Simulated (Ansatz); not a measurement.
# Moving the dispersion correction in In3Se

The cell as given:

It takes space group Pm-3m (No. 221, cubic). Conventional cell: a = 4.804 Å, b = 4.804 Å, c = 4.804 Å, α = 90.00°, β = 90.00°, γ = 90.00°. In (site symmetry 4/mmm) is surrounded by 8 In at 3.40 Å and 4 Se at 3.40 Å. Se (site symmetry m-3m) is surrounded by 12 In at 3.40 Å.

The cell comes from a database or a generator and needn't be the stable form of this composition.

Kept alike: task relaxation of cell and atoms; functional PBEsol; k mesh 6 × 6 × 6; occupations fermi-dirac, width 0.05 eV; no spin polarisation. Program: Ansatz, Ansatz PAW, cutoff 420 eV. The mesh is that of the run's cell of 4 atoms. No spin-orbit coupling.

| dispersion correction | volume (Å³/atom) |
| --- | --- |
| D3(BJ) | 24.218 |
| D3(BJ)-ATM | 24.348 |
| D4 | 24.729 |
| none | 25.482 |

The relaxations keep at least the cell's symmetry (Pm-3m). For a metal such a mesh leaves the last digits unconverged. Relaxations stop with a little pressure left, so the last digits of a volume or edge aren't settled. All rows use potentials made for PBE.

**Question.** What does the dispersion correction change here?

**Answer.** The volume runs from 24.218 (D3(BJ)) to 25.482 Å³/atom (none). Against no correction: D3(BJ) -5.0 %; D3(BJ)-ATM -4.5 %; D4 -3.0 %. Dispersion terms mostly attract and so lower the volume; the schemes' coefficients and damping set how far.
